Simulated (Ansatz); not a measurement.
## NaGa4, a strained cell with displaced atoms

```
CELL_PARAMETERS angstrom
-2.15354 2.10218 5.65131
4.25427 -0.02634 -0.00993
-0.05269 8.21449 0.05311
ATOMIC_POSITIONS crystal
Ga 0.45924 0.25674 0.65271
Ga 0.53600 0.29607 0.10732
Ga 0.49640 0.74515 0.88715
Ga 0.50344 0.75857 0.38790
Na 0.02053 0.00823 0.02566
Na 0.99536 0.99030 0.52879
Ga 0.76060 0.34523 0.29782
Ga 0.77519 0.40211 0.79827
Ga 0.21552 0.62268 0.16858
Ga 0.26782 0.62720 0.69269
```

Method: r2SCAN, no spin polarisation; PAW, plane waves to 500 eV, 3×5×3 (shifted by 0.5, 0.5, 0.5 steps) mesh, fermi-dirac occupations (width 0.1 eV) (Ansatz 0.2.0), atoms fixed.

**Question.** Describe some of the short contacts.

**Answer.** Ga–Ga at 2.26 Å: least valence density 0.51 e/Å³ and ELF 0.49 there. Na–Ga at 2.84 Å: least valence density 0.09 e/Å³ and ELF 0.05 there. These are pseudo-fields; inside the PAW spheres they differ from the all-electron ones.

**Question.** What is the formation energy?

**Answer.** -0.03 eV an atom against the elements' usual phases (free molecules for gases, crystals otherwise, with no correction for O₂ or N₂), too near zero to call. Relaxing would lower it.

**Question.** Give the Bader charges.

**Answer.** Bader charges in e: Na +0.83, Ga -0.36 to -0.06. In the mean Na gives up most and Ga takes most.

**Question.** Is there a gap?

**Answer.** It is a metal, with about 2.7 states/eV a cell as the mean within 0.25 eV of the Fermi level, mostly Ga p (79 %) and Ga s (18 %).

**Question.** Which atom feels the largest force, and which way?

**Answer.** The largest is on Ga10: 3.38 eV/Å, components (1.55, -0.17, -3.00). It makes 146° with the line to a nearest neighbour, Ga1 at 2.26 Å, pointing away from it.

**Question.** What does the stress say?

**Answer.** The pressure is 3.5 GPa (compression positive), so with the atoms held at these fractions the cell would first expand; the forces are large, so a full relaxation may end otherwise. The principal stresses 0.3, 3.9, 6.3 GPa differ, so its shape would change too.

Origin: a strained cell with displaced atoms, so it need not be a known compound. Caveats: the k mesh is coarse if the cell is a metal; atoms or cell far from equilibrium.
